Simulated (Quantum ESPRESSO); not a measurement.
Ge (made-up cell, one site empty) (calculated)

Computed with Quantum ESPRESSO 7.5. Calculation on a made-up crystal cell, not a measurement: periodic Kohn-Sham density functional theory in plane waves with PseudoDojo standard norm-conserving scalar-relativistic pseudopotentials, each functional with its own files (v0.5 for PBE, v0.4.1 for LDA and PBEsol), no spin polarisation, no spin-orbit coupling, atoms not relaxed, stress positive in tension, energies less a fixed whole-eV offset for each atom's element; levels are Kohn-Sham levels at fractions of this cell's reciprocal vectors, counted from the reference band (half the neutral cell's valence electrons, rounded up) at Gamma; error bars cover cutoff and k-mesh only, not smearing or the files; added strain carries the atoms with the cell, and shear is the tensor component; each bar is the largest change over components, and at least 0.002 eV, 0.002 eV per angstrom or 0.02 GPa; energies are for the whole cell, and the offsets were chosen from early runs and are not element reference energies.

```xyz
7
Lattice="5.9053 -0.0331 -0.0163 -0.0331 5.7740 0.0097 -0.0163 0.0097 5.8682" Properties=species:S:1:pos:R:3 formula=Ge lattice_type=zincblende/diamond empty_site=2 functional=pbe cutoff=1061 fermi_dirac_smearing=0.1 scf_tolerance=1e-07 electrons_removed=0 k_mesh=6_x_6_x_6,shifted_by_half_a_step
Ge    -0.0814    -0.0402     0.0337
Ge     2.8319    -0.0053     2.7300
Ge     2.9788     2.8654    -0.0391
Ge     1.4593     1.4139     1.4243
Ge     1.4404     4.2819     4.3440
Ge     4.5602     1.4336     4.3581
Ge     4.3026     4.3234     1.3652
```

Units: cutoff, fermi_dirac_smearing, scf_tolerance in eV.

Atoms:
```csv
atoms element,atom site,atom energy offset (eV)
Ge,1,-2430
Ge,3,-2430
Ge,4,-2430
Ge,5,-2430
Ge,6,-2430
Ge,7,-2430
Ge,8,-2430
```

Q: Estimate the stress yy of Ge (made-up cell, one site empty).
A: 1.709 GPa

Further results for Ge (made-up cell, one site empty):

```
free energy less offsets : -1.264 eV
smearing term minus ts   : -0.07515 eV
scf iterations           : 11
pressure                 : -2.286 GPa
stress xx                : 2.891 GPa
stress zz                : 2.257 GPa
stress yz                : 1.262 GPa
stress xz                : -1.101 GPa
stress xy                : 0.8072 GPa
fermi level              : -0.1451 eV
reference band           : 49
error bar energy         : 0.002479 eV
error bar stress         : 0.02 GPa
error bar force          : 0.002199 eV/Å
error bar next band up   : 0.002 eV
error bar fermi level    : 0.004763 eV
error bars from          : tighter rerun of a related cell
```

Forces:
```csv
site,x (eV/Å),y (eV/Å),z (eV/Å)
1,0.8689,-0.06596,-0.4628
3,0.9861,-0.3293,1.425
4,-0.257,-0.6159,-0.5582
5,-0.5953,0.7298,-0.5407
6,-0.2476,0.1039,0.1647
7,-0.7805,0.1999,-0.6183
8,0.02551,-0.02246,0.5899
```

Levels:
```csv
level k point,next band up (eV)
Gamma,0.5965
"(1/2,1/2,1/2)",-0.1524
"(0.15,0,0)",0.599
"(0,0.15,0)",0.5747
"(0,0,0.15)",0.6418
```
